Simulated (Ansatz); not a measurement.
## Zone-centre phonons of PtSe2 at 7 GPa: input and output

The calculation used DFT LDA, scalar-relativistic, plane waves, PAW (Ansatz 0.2.0).

Launched with:
```bash
ansatz run input.yaml --threads 1 --pin off --max-ram 3072MiB --backend cpu --events-out ev --progress --plain --runs-dir out
```

Input (bare energies are in eV):
```yaml
crystal:
  lattice:
    - [3.7011727533, 0.0, 0.0]
    - [-1.8505863767, 3.2053096281, 0.0]
    - [0.0, 0.0, 4.5139199895]
  atoms:
    - { symbol: Pt, position: [0.0, 0.0, 0.0] }
    - { symbol: Se, position: [0.3333333333, 0.6666666667, 0.2775109333] }
    - { symbol: Se, position: [0.6666666667, 0.3333333333, 0.7224890667] }
basis:
  ecutwfc: 420
kpoints:
  mp_grid: { grid: [12, 12, 8] }
hamiltonian:
  xc: lda
scf:
  occupations: { method: fermi_dirac, width: 0.15 }
output:
  eigenvalues: true
phonons:
  method: dfpt
  eigenvectors: true
```

Results section of the output:
```
--- Phonons (Γ-DFPT): 4 representative perturbations + reference, on 320 of 1152 k-points (Σ response iterations 12) ---
  k mesh reduced under 2 symmetry operations, with k and −k counted as one. Each operation leaves every solved perturbation unchanged. A smaller set is not used because it would not reduce the number of displacements ...
  ASR residual: 4.324e-4 → 0.000e0 eV/Å²; symmetrization residual: 7.929e-6 eV/Å²
  ASR residual per site (eV/Å²): 4.32e-4 9.00e-5 9.00e-5
  Γ frequencies (cm⁻¹): 0.00 0.00 0.00 166.59 166.59 225.48 227.06 231.80 231.80
  non-analytic LO–TO correction: not included (Born effective charges unavailable; polar crystals: no LO–TO splitting at Γ)
```

It took 2.6 min on 1 thread of AMD EPYC 7R43 64-Core Processor (Zen 3), on a shared host, peak memory 1.8 GiB.

In a metal, frequencies and elastic constants depend on the k mesh and the smearing, soft modes and shear constants most. Spin–orbit coupling is left out, which matters for heavy elements. A semilocal functional can close a gap that the real compound has.